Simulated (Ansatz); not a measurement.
SiS2:
```cif
data_S8Si4
_chemical_formula_sum 'Si4 S8'
_space_group_name_H-M_alt 'P21/c'
_space_group_IT_number 14
_space_group_name_Hall '-P 2ybc'
_cell_length_a 6.22555
_cell_length_b 7.83226
_cell_length_c 5.84807
_cell_angle_alpha 90.000
_cell_angle_beta 103.830
_cell_angle_gamma 90.000
loop_
_space_group_symop_operation_xyz
  'x, y, z'
  '-x, -y, -z'
  '-x, y+1/2, -z+1/2'
  'x, -y+1/2, z+1/2'
loop_
_atom_site_label
_atom_site_type_symbol
_atom_site_symmetry_multiplicity
_atom_site_Wyckoff_symbol
_atom_site_fract_x
_atom_site_fract_y
_atom_site_fract_z
_atom_site_occupancy
Si1 Si 4 e 0.12159 0.13525 0.11584 1
S1 S 4 e 0.22726 0.89395 0.01181 1
S2 S 4 e 0.25088 0.14232 0.48861 1
```

Relaxed at zero pressure with the program Ansatz at the r²SCAN+D4 level (PAW).

Q: The volume is raised by 9 % and shape and atoms relax at that volume. What pressure results, and how do the axes share the change?

A: -0.8 GPa; a 5.4 %, b 2.4 %, c 0.8 %; the energy rises by 7 meV/atom.

Q: Give the new structure.

A: 
Space group P2₁/c (No. 14); a = 6.562 Å, b = 8.017 Å, c = 5.894 Å, α = γ = 90.00°, β = 103.26°

| atom | site | symmetry | x | y | z |
|---|---|---|---|---|---|
| Si | 4e | 1 | 0.1131 | 0.1353 | 0.1093 |
| S | 4e | 1 | 0.2168 | 0.8979 | 0.0130 |
| S | 4e | 1 | 0.2354 | 0.1480 | 0.4786 |

The phase is kept; no other phase was compared at this pressure.

Space group P2_1/c. The first step of the workflow began from a Materials Project structure, measured or hypothetical; the Crystallography Open Database copy checked does not list it. COD files the formula under space group No. 72, 122, so this cell is another polymorph or a model. Whether it is the stable phase at ambient conditions was not checked. Symmetry was held in the r²SCAN+D4 relaxation; whether a distortion lowers the energy is not shown.

Potentials: the later of the program's two PAW sets.
